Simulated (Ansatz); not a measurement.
The elements of this relaxed trial crystal are hidden behind letters.

```
lattice vectors (Å)
   2.9805    0.0000    0.0000
   0.0000    2.9805    0.0000
   0.0000    0.0000   12.7342
fractional positions
X 0.5000 0.5000 0.1702
X 0.0000 0.0000 0.3317
X 0.5000 0.5000 0.5000
X 0.0000 0.0000 0.6683
X 0.5000 0.5000 0.8298
Z 0.0000 0.0000 0.0000
Q 0.0000 0.0000 0.1599
Q 0.5000 0.5000 0.3342
Q 0.0000 0.0000 0.5000
Q 0.5000 0.5000 0.6658
Q 0.0000 0.0000 0.8401
Q 0.5000 0.5000 0.0000
```

Computed with Ansatz, DFT PBE, scalar-relativistic, plane waves, PAW. The final run on the 12-atom cell used 420 eV, a Γ-centred 12×12×4 mesh, 0.10 eV smearing and no spin polarisation.

| Quantity | Value |
| --- | --- |
| Space group | P4/mmm (No. 123) |
| Conventional cell | a = 2.981 Å, c = 12.734 Å |
| Volume per atom | 9.43 Å³ |
| Density | 5.14 g/cm³ |
| Energy over the elements | −1.59 eV/atom |
| Gap on the 12×12×4 mesh of the 12-atom cell | 0 eV (a metal) |

Energies are uncorrected and count from the elements' standard states at the same level.

Q: X is a d-block element of period 4, Z is a p-block element of period 3 and Q is a p-block element of period 2. Which elements are they?

A: X = Ti, Z = Al, Q = N, so the formula is Ti5AlN6. Density times volume gives a mean mass of 5.14 × 9.43/1.6605 = 29.2 u per atom, and this set has 29.2 u. Ti on a site of symmetry 4mm has 6 N at 2.09–2.17 Å, 8 Ti at 2.94–2.98 Å and 4 Al at 3.02 Å; around Al lie 6 N at 2.04–2.11 Å, 4 Al at 2.98 Å and 8 Ti at 3.02 Å; N on a site of symmetry 4mm has 1 Al at 2.04 Å and 5 Ti at 2.11–2.19 Å; 5 more sites not described. Other sets within the hints have nearly the same mass, so mass alone doesn't settle it; this one was computed.

A later test with randomly moved atoms came back to the same energy, though modes that don't fit the test's cell weren't probed.
